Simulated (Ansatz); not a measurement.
Consider the following.

FeS2:
```cif
data_Fe4S8
_chemical_formula_sum 'Fe4 S8'
_space_group_name_H-M_alt 'Pa-3'
_space_group_IT_number 205
_space_group_name_Hall '-P 2ac 2ab 3'
_cell_length_a 5.32368
_cell_length_b 5.32368
_cell_length_c 5.32368
_cell_angle_alpha 90.000
_cell_angle_beta 90.000
_cell_angle_gamma 90.000
loop_
_atom_site_label
_atom_site_type_symbol
_atom_site_symmetry_multiplicity
_atom_site_Wyckoff_symbol
_atom_site_fract_x
_atom_site_fract_y
_atom_site_fract_z
_atom_site_occupancy
Fe1 Fe 4 a 0.00000 0.00000 0.00000 1
S1 S 8 c 0.38169 0.38169 0.38169 1
```

This is the PBEsol-relaxed structure.

All from DFT-PBEsol in the program Ansatz with PAW potentials, unless another level is named. Estimate the Hill bulk and shear moduli.

183 and 153 GPa.

Give the elastic constants (relaxed ions, GPa).

C11 = 458, C12 = 45.6, C44 = 125.

The PBEsol relaxation kept the symmetry of its start; of distortions, only those at the zone centre were tested. The workflow began spin-polarised and lost its moments.

Potentials: the later of the program's two PAW sets.
